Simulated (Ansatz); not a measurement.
TiN (rock salt), relaxed with r²SCAN (Ansatz, a program for electronic structure, plane waves, PAW): a = b = c = 4.232 Å, α = β = γ = 90.00°.

```
Quantity                              Result
------------------------------------  ------
ΔH_f (eV/atom)                         -1.93
B₀ by P(V) fit (GPa)                     296
K_Hill (GPa)                             296
G_Hill (GPa)                             202
highest Γ mode, no LO–TO term (cm⁻¹)     521
Θ_D (K)                                  950
```

Q: The same phase is relaxed and computed with LDA in the same code. What are the cell and these values now?

A: a = 4.171 Å, b = 4.171 Å, c = 4.171 Å, α = 90.00°, β = 90.00°, γ = 90.00°.

- ΔH_f (eV/atom): -2.11
- B₀ by P(V) fit (GPa): 320
- K_Hill (GPa): 320
- G_Hill (GPa): 213
- highest Γ mode, no LO–TO term (cm⁻¹): 552
- Θ_D (K): 970

All cells were relaxed under the symmetry of their starts (and spin orders); stability against distortions was not tested throughout. Rows with no word on spin ran without spin polarisation.

Potentials: the later of the program's two PAW sets.

Ansatz is a plane-wave DFT program.

Formation energies count from the lowest solids of the elements computed at the same level, not from gases.
